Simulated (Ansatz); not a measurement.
SiC in space group Pm-3n (No. 223; Si on 6c, C on 6d), r²SCAN (plane waves, PAW; program Ansatz), all energies at zero smearing, with the estimated change up to a 700 eV cutoff added, with one set of potentials and settings (totals compare only within such a set). Cell of 12 atoms (6 Si, 6 C): -5344.947 eV.

```tsv
element	reference phase	E (eV/atom)
Si	Fd-3m, 2 atoms in the cell	-639.0667
C	P6_3/mmc, 4 atoms in the cell	-251.6711
```

Formation energy per atom, worked out: (-5344.947 − 6×(-639.0667) − 6×(-251.6711))/12 = -0.043 eV/atom (-4 kJ per mol of atoms), at 0 K, without zero-point energy or fitted corrections.

The start of the workflow was typed in or built on a structure type; neither database checked (COD, Materials Project) lists it. It is not the phase usual at ambient conditions (space group No. 186, 216). The r²SCAN relaxation kept the symmetry of its start; whether a distortion lowers the energy is not shown. The references are the lowest solids computed at this level, not always the standard phases.

Potentials: the later of the program's two PAW sets.
